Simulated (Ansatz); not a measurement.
The cell below belongs to a search over invented structures; it isn't taken from experiment.

Input and command of a plane-wave DFT calculation in Ansatz:

```yaml
crystal:
  lattice:
    - [3.3089512306, 0.0, 0.0]
    - [0.0, 3.3089512306, 0.0]
    - [0.0, 0.0, 6.7932230213]
  atoms:
    - { symbol: Na, position: [0.0, 0.0, 0.2657713596] }
    - { symbol: Tb, position: [0.0, 0.0, 0.8160086458] }
    - { symbol: C, position: [0.5, 0.5, 0.9141657146] }
basis:
  ecutwfc: 690
kpoints:
  mp_grid: { grid: [14, 14, 8] }
hamiltonian:
  xc: pbe
  pseudopotentials:
    kind: paw
    azcp: { Tb: "pseudopotentials/pbe/nc/lanthanide_3plus/Tb.nc.azcp" }
scf:
  occupations: { method: gaussian, width: 0.1 }
output:
  forces: true
  stress: true
  eigenvalues: true
relax:
  adjacent_minimum: "off"
  f_tol: 0.01
  max_steps: 80
  cell: { stress_tol: 0.05 }
```

```bash
ansatz run input.yaml --threads 1 --pin off --max-ram 2560MiB --backend cpu --events-out ev --progress --plain --runs-dir out
```

Processor: Arm Neoverse V1, 1 thread, on a host shared with other jobs.

Problem. Estimate time, memory and problem size.

Solution. About 5 min, peak memory 0.66 GiB. It solves 16 bands at 180 k points (after reduction by symmetry) with about 3077 plane waves (on the last cell), in 41 SCF iterations over 6 ionic steps.

With its 4f electrons in the core of a norm-conserving potential, the lanthanide is trivalent by construction, without f bands, f moments or other valences.
